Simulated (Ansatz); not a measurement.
Input file for Ansatz (a program for electronic structure):

Ansatz 0.2 input:
```yaml
crystal:
  lattice:
    - [3.4469460344, 0.0, 0.0]
    - [0.0, 3.4469460344, 0.0]
    - [0.0, 0.0, 3.4469460344]
  atoms:
    - { symbol: Na, position: [0.0, 0.0, 0.0] }
    - { symbol: Cl, position: [0.5, 0.5, 0.5] }
kpoints:
  mp_grid: { grid: [8, 8, 8] }
hamiltonian:
  xc: pbesol
  pseudopotentials: { kind: paw }
scf:
  occupations: { method: fixed }
elastic: { mode: relaxed_ion, stencil: two_point, amplitude: 0.005, f_tol: 0.0005 }
```

Output (shortened):

```
Pseudopotential: Na, paw, valence charge 9
Pseudopotential: Cl, paw, valence charge 7
Functional definition: PBEsol
Crystal: 2 atoms, lattice volume = 40.955 Å³
Basis set: ecut = 420 eV, 799 PW (Γ), exchange–correlation on 48×48×48 points (8 copies of the dense FFT grid, shifted against one another)
Bands: 12, of which v1, the nominal top of the filled ones, is band 8 counted from 1 (7 counted from 0)
Symmetry: 48 space group operations
Space group: Pm-3m (ITA 221), of the structure as read, at distance tolerance 3.4e-5 Å
k-points: 35 of 512
SCF iter   1: F=—  HF=-2540.020872 eV  |F-HF|=—  |Δ(HF+E_count)|=         —  Δρ=3.31e-3  dr2=5.09e-3  ethr=1.77e-3  ⟨swp⟩=4.9  Hψ=2103  notcnv=0  defer=52
preconditioner: auto → none
SCF iter   2: F=—  HF=-2540.017558 eV  |F-HF|=—  |Δ(HF+E_count)|=   3.31e-3  Δρ=1.37e-3  dr2=9.49e-4  ethr=3.18e-5  ⟨swp⟩=2.4  Hψ=921  notcnv=0  defer=62
SCF iter   3: F=—  HF=-2540.017445 eV  |F-HF|=—  |Δ(HF+E_count)|=   1.13e-4  Δρ=7.82e-4  dr2=3.35e-4  ethr=5.93e-6  ⟨swp⟩=2.0  Hψ=638  notcnv=0  defer=62
SCF iter   4: F=—  HF=-2540.017323 eV  |F-HF|=—  |Δ(HF+E_count)|=   1.22e-4  Δρ=1.34e-4  dr2=5.17e-6  ethr=2.10e-6  ⟨swp⟩=2.0  Hψ=601  notcnv=0  defer=52
SCF iter   5: F=—  HF=-2540.017277 eV  |F-HF|=—  |Δ(HF+E_count)|=   4.55e-5  Δρ=5.64e-5  dr2=2.12e-6  ethr=3.23e-8  ⟨swp⟩=2.0  Hψ=560  notcnv=0
SCF iter   6: F=—  HF=-2540.017279 eV  |F-HF|=—  |Δ(HF+E_count)|=   2.09e-6  Δρ=1.84e-5  dr2=2.14e-7  ethr=1.32e-8  ⟨swp⟩=2.0  Hψ=496  notcnv=0
SCF iter   7: F=—  HF=-2540.017279 eV  |F-HF|=—  |Δ(HF+E_count)|=   4.99e-8  Δρ=3.64e-6  dr2=7.65e-9  ethr=1.34e-9  ⟨swp⟩=2.0  Hψ=534  notcnv=0
SCF iter   8: F=—  HF=-2540.017279 eV  |F-HF|=—  |Δ(HF+E_count)|=   1.34e-9  Δρ=3.85e-7  dr2=6.04e-11  ethr=4.78e-11  ⟨swp⟩=2.1  Hψ=548  notcnv=0
SCF iter  10: F=-2540.017279 eV  HF=-2540.017279 eV  |F-HF|=4.55e-13  |Δ(HF+E_count)|=  4.55e-13  Δρ=4.54e-9  dr2=4.69e-15  ethr=1.00e-12  ⟨swp⟩=5.1  Hψ=1961  notcnv=0
SCF 1 converged in 10 iterations: F = -2540.017279 eV  dr2 = 4.69e-15
Crystal: 2 atoms, lattice volume = 40.750 Å³
Basis set: ecut = 420 eV, 791 PW (Γ), exchange–correlation on 48×48×48 points (8 copies of the dense FFT grid, shifted against one another)
Symmetry: 16 space group operations
k-points: 75 of 512
iter 1 solved again at ethr=2.60e-7 eV; its pass at ethr=3.10e-3 eV (dr2=4.16e-5 eV) is discarded
SCF iter   1: F=—  HF=-2540.017072 eV  |F-HF|=—  |Δ(HF+E_count)|=         —  Δρ=2.68e-4  dr2=2.89e-5  ethr=2.60e-7  ⟨swp⟩=2.0  Hψ=5531  notcnv=0  defer=144
preconditioner: auto → none
SCF iter   2: F=—  HF=-2540.017017 eV  |F-HF|=—  |Δ(HF+E_count)|=   5.54e-5  Δρ=1.26e-4  dr2=3.31e-6  ethr=1.80e-7  ⟨swp⟩=2.1  Hψ=1437  notcnv=0  defer=70
SCF iter   3: F=—  HF=-2540.017018 eV  |F-HF|=—  |Δ(HF+E_count)|=   1.19e-6  Δρ=4.66e-5  dr2=4.12e-7  ethr=2.07e-8  ⟨swp⟩=2.1  Hψ=1171  notcnv=0  defer=3
SCF iter   4: F=—  HF=-2540.017017 eV  |F-HF|=—  |Δ(HF+E_count)|=   1.10e-6  Δρ=5.20e-6  dr2=1.18e-8  ethr=2.58e-9  ⟨swp⟩=2.2  Hψ=1047  notcnv=0  defer=1
SCF iter   5: F=—  HF=-2540.017017 eV  |F-HF|=—  |Δ(HF+E_count)|=   3.30e-9  Δρ=1.47e-6  dr2=7.09e-10  ethr=7.39e-11  ⟨swp⟩=2.0  Hψ=1245  notcnv=0  defer=1
SCF iter   6: F=—  HF=-2540.017017 eV  |F-HF|=—  |Δ(HF+E_count)|=  9.01e-10  Δρ=8.20e-8  dr2=1.58e-12  ethr=4.43e-12  ⟨swp⟩=2.2  Hψ=1286  notcnv=0  defer=1
SCF iter   7: F=-2540.017017 eV  HF=-2540.017017 eV  |F-HF|=4.55e-13  |Δ(HF+E_count)|=  2.73e-12  Δρ=1.11e-8  dr2=2.12e-14  ethr=1.00e-12  ⟨swp⟩=4.9  Hψ=3113  notcnv=0
SCF 2 converged in 7 iterations: F = -2540.017017 eV  dr2 = 2.12e-14
Crystal: 2 atoms, lattice volume = 41.159 Å³
iter 1 solved again at ethr=1.46e-9 eV; its pass at ethr=3.10e-3 eV (dr2=2.34e-7 eV) is discarded
SCF iter   1: F=—  HF=-2540.016941 eV  |F-HF|=—  |Δ(HF+E_count)|=         —  Δρ=1.61e-4  dr2=2.36e-7  ethr=1.46e-9  ⟨swp⟩=1.9  Hψ=5026  notcnv=0  defer=75
preconditioner: auto → none
SCF iter   2: F=—  HF=-2540.016990 eV  |F-HF|=—  |Δ(HF+E_count)|=   4.96e-5  Δρ=8.03e-5  dr2=6.03e-8  ethr=1.46e-9  ⟨swp⟩=2.2  Hψ=1318  notcnv=0  defer=75
SCF iter   3: F=—  HF=-2540.017018 eV  |F-HF|=—  |Δ(HF+E_count)|=   2.77e-5  Δρ=1.08e-5  dr2=1.49e-8  ethr=3.77e-10  ⟨swp⟩=2.2  Hψ=1314  notcnv=0  defer=75
SCF iter   4: F=—  HF=-2540.017018 eV  |F-HF|=—  |Δ(HF+E_count)|=   3.95e-7  Δρ=9.25e-7  dr2=3.93e-10  ethr=9.32e-11  ⟨swp⟩=2.0  Hψ=1118  notcnv=0  defer=75
SCF iter   5: F=—  HF=-2540.017018 eV  |F-HF|=—  |Δ(HF+E_count)|=  3.97e-10  Δρ=1.21e-7  dr2=4.87e-12  ethr=2.46e-12  ⟨swp⟩=2.0  Hψ=1200  notcnv=0  defer=75
SCF iter   6: F=—  HF=-2540.017018 eV  |F-HF|=—  |Δ(HF+E_count)|=  7.28e-12  Δρ=2.13e-8  dr2=1.63e-13  ethr=3.04e-14 (applied; sched 1.00e-12)  ⟨swp⟩=2.0  Hψ=1200  notcnv=0  defer=75
SCF iter   7: F=-2540.017018 eV  HF=-2540.017018 eV  |F-HF|=4.55e-13  |Δ(HF+E_count)|=  4.55e-13  Δρ=3.69e-9  dr2=5.25e-15  ethr=1.00e-12  ⟨swp⟩=4.0  Hψ=2605  notcnv=0
SCF 3 converged in 7 iterations: F = -2540.017018 eV  dr2 = 5.25e-15
Crystal: 2 atoms, lattice volume = 40.954 Å³
Symmetry: 8 space group operations
k-points: 105 of 512
iter 1 solved again at ethr=5.88e-8 eV; its pass at ethr=3.10e-3 eV (dr2=9.41e-6 eV) is discarded
SCF iter   1: F=—  HF=-2540.017277 eV  |F-HF|=—  |Δ(HF+E_count)|=         —  Δρ=1.76e-4  dr2=4.35e-6  ethr=5.88e-8  ⟨swp⟩=3.0  Hψ=7990  notcnv=0  defer=206
preconditioner: auto → none
SCF iter   2: F=—  HF=-2540.017270 eV  |F-HF|=—  |Δ(HF+E_count)|=   6.73e-6  Δρ=8.72e-5  dr2=1.06e-6  ethr=2.72e-8  ⟨swp⟩=1.0  Hψ=1260  notcnv=0  defer=65
SCF iter   3: F=—  HF=-2540.017282 eV  |F-HF|=—  |Δ(HF+E_count)|=   1.23e-5  Δρ=3.31e-6  dr2=5.41e-9  ethr=6.65e-9  ⟨swp⟩=1.5  Hψ=1425  notcnv=0  defer=7
SCF iter   4: F=—  HF=-2540.017282 eV  |F-HF|=—  |Δ(HF+E_count)|=   1.53e-9  Δρ=1.20e-6  dr2=6.42e-10  ethr=3.38e-11  ⟨swp⟩=2.0  Hψ=1756  notcnv=0  defer=7
SCF iter   5: F=—  HF=-2540.017282 eV  |F-HF|=—  |Δ(HF+E_count)|=  1.31e-10  Δρ=4.05e-7  dr2=6.73e-11  ethr=4.01e-12  ⟨swp⟩=2.0  Hψ=1515  notcnv=0  defer=7
SCF iter   6: F=—  HF=-2540.017282 eV  |F-HF|=—  |Δ(HF+E_count)|=  1.23e-11  Δρ=7.66e-8  dr2=2.16e-12  ethr=4.20e-13 (applied; sched 1.00e-12)  ⟨swp⟩=2.0  Hψ=1659  notcnv=0  defer=7
SCF iter   7: F=-2540.017282 eV  HF=-2540.017282 eV  |F-HF|=4.55e-13  |Δ(HF+E_count)|=  9.09e-13  Δρ=6.17e-9  dr2=1.05e-14  ethr=1.00e-12  ⟨swp⟩=3.0  Hψ=5111  notcnv=0
SCF 4 converged in 7 iterations: F = -2540.017282 eV  dr2 = 1.05e-14
Crystal: 2 atoms, lattice volume = 40.954 Å³
iter 1 solved again at ethr=5.75e-10 eV; its pass at ethr=3.10e-3 eV (dr2=9.20e-8 eV) is discarded
SCF iter   1: F=—  HF=-2540.017278 eV  |F-HF|=—  |Δ(HF+E_count)|=         —  Δρ=1.04e-4  dr2=9.22e-8  ethr=5.75e-10  ⟨swp⟩=1.5  Hψ=6879  notcnv=0  defer=106
preconditioner: auto → none
SCF iter   2: F=—  HF=-2540.017270 eV  |F-HF|=—  |Δ(HF+E_count)|=   7.59e-6  Δρ=5.19e-5  dr2=2.35e-8  ethr=5.75e-10  ⟨swp⟩=2.8  Hψ=1948  notcnv=0  defer=106
SCF iter   3: F=—  HF=-2540.017282 eV  |F-HF|=—  |Δ(HF+E_count)|=   1.20e-5  Δρ=3.36e-6  dr2=4.37e-9  ethr=1.47e-10  ⟨swp⟩=2.0  Hψ=1951  notcnv=0  defer=106
SCF iter   4: F=—  HF=-2540.017282 eV  |F-HF|=—  |Δ(HF+E_count)|=   1.64e-8  Δρ=4.98e-7  dr2=1.21e-10  ethr=2.73e-11  ⟨swp⟩=2.1  Hψ=1570  notcnv=0  defer=106
SCF iter   5: F=—  HF=-2540.017282 eV  |F-HF|=—  |Δ(HF+E_count)|=  5.37e-11  Δρ=9.27e-8  dr2=3.34e-12  ethr=7.59e-13 (applied; sched 1.00e-12)  ⟨swp⟩=2.0  Hψ=1680  notcnv=0  defer=106
SCF iter   6: F=-2540.017282 eV  HF=-2540.017282 eV  |F-HF|=4.55e-13  |Δ(HF+E_count)|=  2.27e-12  Δρ=1.91e-8  dr2=8.59e-14  ethr=1.00e-12  ⟨swp⟩=3.0  Hψ=5004  notcnv=0
SCF 5 converged in 6 iterations: F = -2540.017282 eV  dr2 = 8.59e-14
SCF converged after 10 iterations
Free energy (F): -2540.017279 eV
Harris-Foulkes:  -2540.017279 eV  (|F-HF|=4.55e-13)
Internal energy: -2540.017279 eV  (E = F + TS)
E sigma→0 (E₀):  -2540.017279 eV
Fermi energy:    2.719289 eV
--- Per-component energies (eV) ---
  E_band       = -222.258926
  E_kinetic    = 282.664571
  E_local      = -1450.036094  (includes V_loc(G=0)·N_el)
  E_nonlocal   = 144.724579
  E_hartree    = 504.379252
  E_xc         = -145.106421
  E_vxc        = -172.007286  (∫ρ·V_xc dr)
  E_paw        = -895.286251  (= ΣΔE_a)
  E_vpaw       = -36.363274  (= ΣTr[D̂ρ^β])
  E_aug_tail   = 0.000073  (compensation charges beyond the density's cutoff)
  E_ewald      = -981.490115
  E_core_change = 0.133126  (= ΣΔE_core)
  E_smearing   =  0.000000  (= −TS)
  E_closure    = 0.000000  (closes the sum)
  Σ components = -2540.017279   (vs F -2540.017279, Δ=0.00e0)
  [band-id]    e_kinetic+e_local+e_nonlocal+2·e_hartree+e_vxc+e_vpaw+e_augmentation_tail = -222.258925   (vs E_band -222.258926, Δ=4.00e-7)
--- Forces (eV/Å), atoms counted from 1 ---
  atom   1  Na     0.00000000     0.00000000     0.00000000
  atom   2  Cl     0.00000000     0.00000000     0.00000000
  max |Σ_I F_I| component: 0.0 eV/Å
--- Stress (GPa, compression-positive) ---
       -0.001614       0.000000       0.000000
        0.000000      -0.001614       0.000000
        0.000000       0.000000      -0.001614
  P = ⅓ Tr σ = -0.0016 GPa (-0.016 kbar)
--- Band table (eV; the first three rows and the last of 35) ---
  k-point 0: bands = ["-47.0644", "-19.1265", "-19.1265", "-19.1265", "-10.8220", "2.1784", "2.1784", "2.1784", "6.7147", "11.0053", "11.0053", "18.3592"]
  k-point 1: bands = ["-47.0641", "-19.1341", "-19.1258", "-19.1258", "-10.7658", "1.6362", "2.2141", "2.2141", "7.1834", "11.1794", "11.3942", "17.0211"]
  k-point 2: bands = ["-47.0633", "-19.1522", "-19.1242", "-19.1242", "-10.6245", "0.6193", "2.3026", "2.3026", "8.0977", "11.6856", "12.0527", "15.6769"]
  k-point 34: bands = ["-47.0585", "-19.1588", "-19.1588", "-19.1588", "-9.7936", "0.6888", "0.6888", "0.6888", "9.6434", "9.6434", "9.6434", "14.7754"]
--- Elastic constants: 2 strain directions × 2 members + reference (group order 48) ---
  dense FFT box of the reference and of every strained cell: 24×24×24
  strains applied: 11, 23; error gains: componentwise 1.00 (the most a stress slope's error grows in a printed constant), spectral 1.73 (1 for all six strains …
  C = ∂σ_k/∂η_j (tension-positive GPa; Voigt order 11 22 33 23 13 12):
        81.953      2.048      2.048      0.000      0.000      0.000
         2.048     81.953      2.048      0.000      0.000      0.000
         2.048      2.048     81.953      0.000      0.000      0.000
         0.000      0.000      0.000     -0.880      0.000      0.000
         0.000      0.000      0.000      0.000     -0.880      0.000
         0.000      0.000      0.000      0.000      0.000     -0.880
  reference stress σ⁰ (GPa):      0.002      0.002      0.002      0.000      0.000      0.000
  C* (energy form; C + prestress term) asymmetry max|C*_kj − C*_jk| = 6.217e-15 GPa — a small one proves nothing (zero by symmetry where the batch's group is …
  moduli (Voigt/Reuss/Hill, GPa): K = 28.68/28.68/28.68   G = 15.45/-1.49/6.98   E = 19.38   ν = 0.387
  mechanically stable: NO (min eigenvalue of sym C = -0.88 GPa)
  where every solve meets its electron count the energy-path curvature estimates C_jj along a normal strain and C_jj − ¼(σ⁰_aa + σ⁰_bb) along a shear (ab), of …
  strain η (Voigt 11):  stress-route row diagonal C_11 = 81.95 GPa, energy-path curvature d²(F+E_count+ΔE)/dδ²/Ω₀ = 81.96 GPa
         δ    σ_11 (GPa)             F (eV)   n_scf  n_hpsi   n_pw
    -5.000e-3      -0.4145       -2540.0170167       7   15734    840   relax 0 steps, max|allowed force component| 0.0 eV/Å
     5.000e-3       0.4050       -2540.0170183       7   14683    840   relax 0 steps, max|allowed force component| 0.0 eV/Å
  strain η (Voigt 23):  stress-route row diagonal C_44 = -0.88 GPa, energy-path curvature d²(F+E_count+ΔE)/dδ²/Ω₀ = -0.85 GPa
         δ    σ_23 (GPa)             F (eV)   n_scf  n_hpsi   n_pw
    -5.000e-3       0.0044       -2540.0172821       7   21976    840   relax 0 steps, max|allowed force component| 0.0 eV/Å
     5.000e-3      -0.0044       -2540.0172821       6   20294    840   relax 0 steps, max|allowed force component| 0.0 eV/Å
```

Cost: about 13 core-seconds (a rough figure) on shared cores.

This is a known high-pressure phase of the composition, computed here at zero pressure and temperature. The cell was relaxed with PBEsol under the symmetry of its start. At this level the phase is dynamically unstable (imaginary phonons).

Potentials: the later of the program's two PAW sets.

Ansatz is a plane-wave DFT program.
